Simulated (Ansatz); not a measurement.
Input:

Mg2Si:
```yaml
crystal:
  lattice:
    - [0.00000, 3.18200, 3.18200]
    - [3.18200, 0.00000, 3.18200]
    - [3.18200, 3.18200, 0.00000]
  atoms:
    - { symbol: Mg, position: [0.25000, 0.25000, 0.25000] }
    - { symbol: Mg, position: [0.75000, 0.75000, 0.75000] }
    - { symbol: Si, position: [0.00000, 0.00000, 0.00000] }
```

This is the PBE-relaxed structure.

### Question
All from the program Ansatz at the PBE level (PAW), unless another level is named. Predict the band gap.

### Answer
0.22 eV (indirect).

### Question
Predict the formation energy from the elements (no fitted shifts).

### Answer
-0.16 eV/atom.

### Question
Next, the smallest direct gap on the standard path?

### Answer
1.84 eV.

### Question
Next, the conduction-band minimum?

### Answer
at X (3 equivalent valleys).

### Question
Predict the valence-band maximum.

### Answer
at Γ.

Space group Fm-3m (fluorite or antifluorite type). Symmetry was held in the PBE relaxation. The references are the lowest solids computed at this level, not always the standard phases.

Potentials: the earlier of the program's two PAW sets.
